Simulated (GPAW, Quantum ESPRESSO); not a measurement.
Mo3Zn: energy against volume and a worked fit

The structure is cubic, space group Pm-3m (No. 221). Conventional cell: a = 3.943 Å, b = 3.943 Å, c = 3.943 Å, α = 90.00°, β = 90.00°, γ = 90.00°. Around Mo (site symmetry 4/mmm) lie 8 Mo at 2.79 Å and 4 Zn at 2.79 Å. Zn (site symmetry m-3m) has 12 Mo at 2.79 Å as nearest neighbours.

The cell comes from a database or a generator and needn't be the stable form of this composition.

The cell was scaled at fixed shape and fractions and run with Quantum ESPRESSO, SSSP 1.3 efficiency PBE, cutoff 816 eV; PBE, k mesh 7 × 7 × 7 on the cell of 4 atoms, fermi-dirac occupations of 0.05 eV, no spin polarisation, no spin-orbit coupling. Energies are those that the program minimises, any entropy of the smearing included. For a metal such a mesh isn't converged to the digits shown.

| V (Å³/atom) | energy over the lowest row (meV/atom) |
| --- | --- |
| 14.4078 | 32.22 |
| 14.7144 | 11.89 |
| 15.0209 | ? |
| 15.3275 | 0.00 |
| 15.6340 | 6.55 |
| 15.9406 | 20.30 |
| 16.2471 | 40.53 |

Q: Fit the third-order Birch-Murnaghan form, give V0, B0 and B′, and predict the energy left open.

A: With y = (V0/V)^(2/3), E = E0 + (9 V0 B0/16) [(y - 1)³ B′ + (y - 1)² (6 - 4y)]. Least squares through the rows shown give V0 = 15.2270 Å³/atom, E0 = -0.43 meV, B0 = 215.4 GPa (1 eV/Å³ = 160.218 GPa) and B′ = 4.29, with a largest miss of 0.01 meV. At V = 15.0209 the form with these constants gives 1.49 meV; the run gave 1.48 meV an atom. Other set-ups at this level, from all their volumes (Å³/atom, GPa): GPAW, GPAW PAW data sets (gpaw-data 1.2.1): V0 15.218, B0 213.4.
